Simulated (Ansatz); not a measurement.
CsCu2ICl2:
```
CELL_PARAMETERS angstrom
      7.55236     0.00000     0.00000
      0.00000     5.39631     0.00000
     -3.07550     0.00000     8.15860
ATOMIC_POSITIONS crystal
  Cs 0.32688 0.75000 0.63141
  Cs 0.67312 0.25000 0.36859
  Cu 0.11336 0.49887 0.14722
  Cu 0.88664 0.50113 0.85278
  Cu 0.88664 0.99887 0.85278
  Cu 0.11336 0.00113 0.14722
  I  0.20221 0.25000 0.92290
  I  0.79779 0.75000 0.07710
  Cl 0.13117 0.25000 0.37101
  Cl 0.86883 0.75000 0.62899
  Cl 0.61908 0.25000 0.74426
  Cl 0.38092 0.75000 0.25574
```

Relaxed with PBEsol. Special points in fractions of this cell's reciprocal vectors: Γ (0.000, 0.000, 0.000); Z (0.000, 0.500, 0.000); D (0.000, 0.500, 0.500); B (0.000, 0.000, 0.500); A (-0.500, 0.000, 0.500); E (-0.500, 0.500, 0.500); C2 (-0.500, 0.500, 0.000); Y2 (-0.500, 0.000, 0.000).

Q: List the band energies nearest the valence-band maximum at these points for DFT-PBEsol in the program Ansatz with PAW potentials.

A: In eV from the valence-band maximum; about four levels below and three above (degenerate sets whole), none deeper than 8.9 eV; points with the same levels are listed once.

```json
[
 {"k": "Γ", "below": "-0.38 -0.34 -0.15 0.00", "above": "2.09 3.29 3.69"},
 {"k": "Z", "below": "-0.27 -0.27 -0.18 -0.18", "above": "3.21 3.21 3.86 3.86"},
 {"k": "D", "below": "-0.26 -0.26 -0.17 -0.17", "above": "3.35 3.35 4.09 4.09"},
 {"k": "B", "below": "-0.36 -0.34 -0.25 -0.16", "above": "2.71 3.62 4.01"},
 {"k": "A", "below": "-0.39 -0.32 -0.21 -0.10", "above": "3.13 3.86 3.87"},
 {"k": "E", "below": "-0.22 -0.22 -0.20 -0.20", "above": "3.11 3.11 4.27 4.27"},
 {"k": "C2", "below": "-0.25 -0.25 -0.21 -0.21", "above": "3.02 3.02 3.88 3.88"},
 {"k": "Y2", "below": "-0.36 -0.31 -0.22 -0.04", "above": "2.93 3.46 3.96"}
]
```

Space group P2_1/m. The workflow started from a Materials Project entry (that database holds measured and hypothetical structures alike); the Crystallography Open Database copy checked does not list it. Its standing as an ambient phase is unchecked. The PBEsol relaxation kept the symmetry of its start; its stability against distortions is not shown here. No spin polarisation was allowed. Spin–orbit coupling is left out wherever it is not named.

Potentials: the later of the program's two PAW sets.
